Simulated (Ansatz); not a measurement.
Exchange couplings of MnRh (Pm-3m)

```
Mn Rh
1.0
     0.00000    3.04400    3.04400
     3.04400    0.00000    0.00000
     0.00000    3.04400   -3.04400
Mn Rh
2 2
Direct
  0.00000 0.00000 0.00000
  0.50000 0.00000 0.50000
  0.50000 0.50000 0.00000
  0.00000 0.50000 0.50000
```

The geometry is a structure as deposited in COD, repeated to hold the magnetic orders, held fixed and not relaxed.

Functional, mesh and filling: LDA, 6×9×6 k mesh, Fermi–Dirac smearing of 0.025 eV. PAW means Ansatz 0.2.0 on its default frozen-core files. Site moments are integrated in spheres about the atoms. Start moments (μB): Mn1 3.4, Mn2 -3.4.

Site moments (μB): Mn1 3.43, Mn2 -3.43, Rh3 0.00, Rh4 0.00. Cell moment 0.00 μB.

Couplings come from the force theorem (directions of the magnetic atoms constrained, all else relaxed) on a 6×9×6 mesh, with E = −Σ J e_i·e_j over ordered pairs of unit vectors, so positive J favours parallel moments.

```tsv
pair	count	J PAW (meV)
Mn1–Mn at 3.04 Å, set 1	2	-7.65
Mn1–Mn at 3.04 Å, set 2	4	-1.45
Mn1–Mn at 4.30 Å, set 1	4	+0.86
Mn1–Mn at 4.30 Å, set 2	8	+1.85
Mn1–Mn at 5.27 Å	8	+3.74
Mn1–Mn at 6.09 Å, set 1	4	-6.53
Mn1–Mn at 6.09 Å, set 2	2	-0.73
Mn1–Mn at 6.81 Å, set 1	8	+0.41
Mn1–Mn at 6.81 Å, set 2	8	+0.14
Mn1–Mn at 6.81 Å, set 3	8	+0.38
Mn1–Mn at 7.46 Å, set 1	8	+1.74
Mn1–Mn at 7.46 Å, set 2	16	+0.18
```

Pairs at one distance with different couplings are listed as sets.

The program reports that this state isn't the lowest of its own couplings.

The couplings come from one mesh, and their convergence in k wasn't tested.

They shouldn't be read as transferable Heisenberg parameters: they are taken about a state that they themselves reject, with itinerant moments.

The PAW files were made with PBE; the program remakes their cores once for the run's functional and then keeps them frozen. The Ansatz runs typed with the search for lower states off end where their start leads. The magnetic state is the one that this cell and start allow. It needn't be the compound's measured order, which may need a larger cell or be absent.
